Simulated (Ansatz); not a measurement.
Ti₃Al:
```yaml
crystal:
  lattice:
    - [0.00000, 3.23030, 3.23030]
    - [3.23030, 0.00000, 3.23030]
    - [3.23030, 3.23030, 0.00000]
  atoms:
    - { symbol: Ti, position: [0.75000, 0.75000, 0.75000] }
    - { symbol: Ti, position: [0.25000, 0.25000, 0.25000] }
    - { symbol: Ti, position: [0.00000, 0.00000, 0.00000] }
    - { symbol: Al, position: [0.50000, 0.50000, 0.50000] }
```
The run is spin-polarised.

This is the r²SCAN-relaxed structure.

All from plane-wave PAW r²SCAN (Ansatz code), unless another level is named. Estimate the magnetic order.

ferromagnetic.

Next, the Bader charges?

Ti +0.28 to +0.57, Al -1.42 e.

Space group Fm-3m. The first step of the workflow began from a Materials Project structure, measured or hypothetical; the Crystallography Open Database copy checked does not list it. With Ti and Al taken as one species the cell has the higher symmetry Im-3m, so it may be an ordered model of a mixed-site phase. It is not the phase usual at ambient conditions (space group No. 194). The cell was relaxed with r²SCAN under the symmetry of its start; whether a distortion lowers the energy is not shown. The final state is ferromagnetic, chosen from 3 collinear starts compared on coarse meshes (ties went to the first, and starts can fall back to one state), not a proven ground state. Other orbital occupations within this spin state were not tried.

Potentials: the later of the program's two PAW sets.
